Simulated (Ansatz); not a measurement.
MgO (rock salt): energy against volume

MgO (rock salt), conventional cell a = 4.2537 Å, b = 4.2537 Å, c = 4.2537 Å, α = 90.00°, β = 90.00°, γ = 90.00°. The calculation uses the primitive cell of 2 atoms, to which meshes and values per cell refer.

Equation-of-state scan: isotropic scaling of the cell above, V₀ being its volume. Symmetry pins the atoms to their sites.

All values below come from PBE (plane waves to 420 eV, PAW, scalar-relativistic; Ansatz, a program for electronic structure). k mesh 14×14×14 (Γ-centred), Fermi-Dirac smearing 0.05 eV. E stands for the smeared free energy. Compression counts positive. MgO was relaxed with its symmetry unable to fall. The zero of ΔE is the relaxed starting cell.

```json
[
 {"a (Å)": "4.1669", "ΔE (meV/atom)": "18.0", "P (GPa)": "10.5"},
 {"a (Å)": "4.1846", "ΔE (meV/atom)": "11.2", "P (GPa)": "8.1"},
 {"a (Å)": "4.2021", "ΔE (meV/atom)": "6.2", "P (GPa)": "5.9"},
 {"a (Å)": "4.2194", "ΔE (meV/atom)": "2.7", "P (GPa)": "3.8"},
 {"a (Å)": "4.2367", "ΔE (meV/atom)": "0.7", "P (GPa)": "1.8"},
 {"a (Å)": "4.2537", "ΔE (meV/atom)": "0.0", "P (GPa)": "0.0"},
 {"a (Å)": "4.2707", "ΔE (meV/atom)": "0.6", "P (GPa)": "-1.7"},
 {"a (Å)": "4.2875", "ΔE (meV/atom)": "2.5", "P (GPa)": "-3.4"},
 {"a (Å)": "4.3042", "ΔE (meV/atom)": "5.4", "P (GPa)": "-4.9"},
 {"a (Å)": "4.3207", "ΔE (meV/atom)": "9.5", "P (GPa)": "-6.3"},
 {"a (Å)": "4.3372", "ΔE (meV/atom)": "14.6", "P (GPa)": "-7.7"}
]
```

Read from the data:

| Item | Result |
|---|---|
| Pressure at the smallest volume | 10.5 GPa |
| Energy cost of the largest compression | 18.0 meV/atom |
| Energy cost of the largest expansion | 14.6 meV/atom |
| Bulk modulus B₀ (third-order Birch-Murnaghan fit) | 149 GPa |
| Pressure derivative B₀′ (fit) | 4.1 |
| Equilibrium volume of the fit | 9.62 Å³/atom |
| Pressure for 5 % compression (fit) | 8.5 GPa |

(Under strain, the slope of the energy per volume gives the stress and its curvature an elastic modulus.)
